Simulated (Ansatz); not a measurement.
Equation of state of Pb from a dense series

```xyz
2
Lattice="0.0000 3.4390 3.4390 3.4390 0.0000 3.4390 3.4390 3.4390 0.0000" Properties=species:S:1:pos:R:3 pbc="T T T"
Pb    0.0000    0.0000    0.0000
Pb    1.7195    1.7195    1.7195
```

Atoms are numbered in the order listed.

Conventional cell: a = 6.878 Å, b = 6.878 Å, c = 6.878 Å, α = 90.00°, β = 90.00°, γ = 90.00°. Around Pb (atom 1) lie 4 Pb at 2.98 Å.

Structure from Materials Project entry mp-1247117 (possibly hypothetical), not relaxed further.

Spin–orbit coupling is left out, though it moves levels of the heavy atoms by tenths of an eV or more.

Computed with Ansatz 0.2.0, DFT, LDA, all-electron LAPW, scalar-relativistic.

Settings: a Γ-centred 8×8×8 k mesh, Fermi–Dirac smearing of 0.05 eV, basis error target 0.25 meV/atom, no spin polarisation.

The cell is scaled evenly. Fractional coordinates are held (clamped ions).

| V (Å³/atom) | P (GPa) |
| --- | --- |
| 38.638 | 1.02 |
| 39.045 | 0.63 |
| 39.655 | 0.08 |
| 39.859 | -0.10 |
| 40.265 | -0.43 |
| 40.672 | -0.74 |
| 41.079 | -1.03 |
| 41.486 | -1.31 |
| 41.689 | -1.44 |
| 42.299 | -1.82 |
| 42.706 | -2.05 |
| 43.112 | -2.27 |

Q: Fit a third-order Birch–Murnaghan curve to the pressures.

A: P = (3B0/2)(y^(7/2) − y^(5/2))[1 + (3/4)(B0′ − 4)(y − 1)] with y = (V0/V)^(2/3) fits within 0.01 GPa for V0 = 39.745 Å³/atom, B0 = 33.8 GPa and B0′ = 4.75.

Q: Predict the pressure at the withheld volume, 38.232 Å³/atom.

A: There y = 1.0262, so the fit gives 1.44 GPa; the run gave 1.44 GPa.
